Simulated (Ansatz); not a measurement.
The end point of a relaxation of AlN. Calculation: PBE (plane waves to 420 eV, PAW, scalar-relativistic; Ansatz, a quantum-chemistry and plane-wave program).

```cif
data_Al6N6
_chemical_formula_sum 'Al6 N6'
_space_group_name_H-M_alt 'P 1'
_space_group_IT_number 1
_cell_length_a 3.11821
_cell_length_b 3.11821
_cell_length_c 15.19822
_cell_angle_alpha 90.000
_cell_angle_beta 90.000
_cell_angle_gamma 120.000
loop_
_space_group_symop_operation_xyz
  'x, y, z'
loop_
_atom_site_label
_atom_site_type_symbol
_atom_site_fract_x
_atom_site_fract_y
_atom_site_fract_z
_atom_site_occupancy
Al1 Al 0.00000 0.00000 0.99964 1
Al2 Al 0.00000 0.00000 0.49964 1
Al3 Al 0.66667 0.33333 0.83389 1
Al4 Al 0.33333 0.66667 0.33389 1
Al5 Al 0.66667 0.33333 0.16673 1
Al6 Al 0.33333 0.66667 0.66673 1
N1 N 0.00000 0.00000 0.87450 1
N2 N 0.00000 0.00000 0.37450 1
N3 N 0.66667 0.33333 0.70803 1
N4 N 0.33333 0.66667 0.20803 1
N5 N 0.66667 0.33333 0.04091 1
N6 N 0.33333 0.66667 0.54091 1
```

**Question.** Determine the symmetry and give the standard cell with its independent sites.

**Answer.** Space group P6₃mc (No. 186); a = 3.1182 Å, b = 3.1182 Å, c = 15.1982 Å, α = 90.00°, β = 90.00°, γ = 120.00°

```json
[
 {"atom": "Al", "site": "2a", "symmetry": "3m.", "x": "0.0000", "y": "0.0000", "z": "0.4996"},
 {"atom": "Al", "site": "2b", "symmetry": "3m.", "x": "0.3333", "y": "0.6667", "z": "0.3339"},
 {"atom": "Al", "site": "2b", "symmetry": "3m.", "x": "0.3333", "y": "0.6667", "z": "0.6667"},
 {"atom": "N", "site": "2a", "symmetry": "3m.", "x": "0.0000", "y": "0.0000", "z": "0.3745"},
 {"atom": "N", "site": "2b", "symmetry": "3m.", "x": "0.3333", "y": "0.6667", "z": "0.2080"},
 {"atom": "N", "site": "2b", "symmetry": "3m.", "x": "0.6667", "y": "0.3333", "z": "0.0409"}
]
```

This is the AFLOW prototype AB_hP12_186_a2b_a2b (B6, as in SiC).

**Question.** Give the shortest distances between elements (the closest pairs, up to four, under 3.6 Å).

**Answer.** Al–N 1.90 Å; Al–Al 3.10 Å; N–N 3.10 Å.

```json
{
  "volume_per_atom": "10.66 Å³",
  "band_gap": "3.80 eV, indirect (valence top at Γ, conduction bottom at M) (no spin-orbit coupling)",
  "smallest_direct_gap": "3.99 eV at Γ"
}
```

No spin polarisation in the result.

The run could not lose the symmetry of its start; a randomly shaken copy of 12 atoms returns to this structure.

The first start was generated by placing the elements on the sites of a structure type. A measured structure of AlN has the same space group, P6₃mc (No. 186); the sites were not compared with it.
